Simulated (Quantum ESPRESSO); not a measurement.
**Band energies of BaO at +1 % isotropic strain**

```
BaO
1.0
    0.00000     2.77020     2.77020
    2.77020     0.00000     2.77020
    2.77020     2.77020     0.00000
O Ba
1 1
Cartesian
  2.77020   2.77020   2.77020
  5.54040   5.54040   5.54040
```

PBEsol (Quantum ESPRESSO, PseudoDojo norm-conserving, 84 Ry, scalar-relativistic); path ΓXWKΓLUWLK,UX; energies in eV from the valence-band maximum.

```csv
k (1/Å),point,band 4,band 5,band 6,band 7,band 8,band 9,band 10,band 11
0.00,Γ,-10.25,-10.25,-0.45,-0.45,-0.45,3.43,4.71,4.71
0.34,,-10.38,-10.23,-1.24,-0.46,-0.46,3.75,4.32,5.55
0.79,,-10.73,-10.73,-0.80,-0.32,-0.32,2.31,5.81,8.20
1.13,X,-10.85,-10.85,-0.22,-0.22,0.00,1.95,5.99,8.32
1.25,,-10.87,-10.80,-0.34,-0.23,-0.01,2.08,6.10,7.96
1.70,W,-11.34,-10.33,-1.37,-0.22,-0.22,4.46,4.46,6.88
2.10,K,-10.72,-10.69,-0.96,-0.77,-0.15,3.33,6.31,7.02
2.50,,-10.46,-10.38,-1.66,-1.37,-0.42,4.57,5.65,6.43
2.90,,-10.29,-10.25,-1.22,-1.00,-0.48,4.17,4.75,5.16
3.30,Γ,-10.25,-10.25,-0.45,-0.45,-0.45,3.43,4.71,4.71
3.70,,-10.29,-10.29,-1.13,-0.86,-0.86,4.29,5.00,5.37
3.99,,-10.35,-10.35,-1.77,-1.30,-1.30,4.56,6.47,6.47
4.29,L,-10.37,-10.37,-2.02,-1.49,-1.49,4.90,7.21,7.21
4.39,,-10.41,-10.38,-1.97,-1.46,-1.44,4.90,6.71,7.22
4.78,,-10.64,-10.58,-1.29,-1.04,-0.47,4.12,5.77,7.56
4.98,U,-10.72,-10.69,-0.96,-0.77,-0.15,3.33,6.31,7.02
5.18,,-11.06,-10.42,-1.24,-0.44,-0.17,3.63,5.58,6.94
5.38,W,-11.34,-10.33,-1.37,-0.22,-0.22,4.46,4.46,6.88
5.58,,-11.21,-10.34,-1.42,-0.43,-0.42,4.56,4.67,7.17
5.88,,-10.70,-10.38,-1.68,-1.20,-1.11,4.83,5.70,7.42
6.18,L,-10.37,-10.37,-2.02,-1.49,-1.49,4.90,7.21,7.21
6.27,,-10.40,-10.38,-1.98,-1.47,-1.45,4.90,6.78,7.22
6.62,,-10.60,-10.54,-1.40,-1.12,-0.65,4.38,5.69,7.55
6.88,K,-10.72,-10.69,-0.96,-0.77,-0.15,3.33,6.31,7.02
6.88,U,-10.72,-10.69,-0.96,-0.77,-0.15,3.33,6.31,7.02
7.28,X,-10.85,-10.85,-0.22,-0.22,0.00,1.95,5.99,8.32
```

The PBEsol gap is direct, 1.95 eV at X.

Geometry strained from the cell relaxed with PBEsol, atoms relaxed again.
